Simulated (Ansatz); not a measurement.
Y2N:
```xyz
3
Lattice="3.5152 0.0000 0.0000 -1.7576 3.0443 0.0000 0.0000 0.0000 5.9625" Properties=species:S:1:pos:R:3 pbc="T T T"
N      0.0000     0.0000     0.0000
Y      0.0000     2.0295     1.3285
Y      1.7576     1.0148     4.6341
```

Relaxed with r²SCAN. Special points in fractions of this cell's reciprocal vectors: Γ (0.000, 0.000, 0.000); M (0.500, 0.000, 0.000); K (0.333, 0.333, 0.000); A (0.000, 0.000, 0.500); L (0.500, 0.000, 0.500); H (0.333, 0.333, 0.500).

Problem. List the band energies nearest the Fermi level at these points for the program Ansatz at the r²SCAN level (PAW).

Solution. In eV from the Fermi level; about four levels below and three above (degenerate sets whole), none deeper than 8.9 eV; points with the same levels are listed once.

| k | below | above |
|---|---|---|
| Γ | -4.85 -3.46 -3.46 -2.88 | 1.96 2.22 2.39 2.39 |
| M | -3.46 -3.41 -0.97 -0.17 | 0.37 3.46 4.16 |
| K | -3.34 -0.26 -0.02 -0.02 | 3.32 3.32 4.02 |
| A | -5.19 -3.49 -3.49 -1.53 | 0.13 2.06 2.06 |
| L | -3.50 -3.35 -0.46 -0.02 | 0.17 2.28 3.93 |
| H | -4.06 -4.06 -3.39 | 0.47 0.47 0.47 |

Space group P-3m1 (anti-CdI2 type). The cell is a constructed one: a structure type filled with these elements; neither database checked (COD, Materials Project) lists it. Whether it is the stable phase at ambient conditions was not checked. Symmetry was held in the r²SCAN relaxation; its stability against distortions is not shown here. No spin polarisation was allowed. With an odd number of electrons in the cell and no spin polarisation, the count alone makes it a metal. Scalar-relativistic: spin–orbit coupling is off unless named, which matters more the heavier the elements.

Potentials: the earlier of the program's two PAW sets.
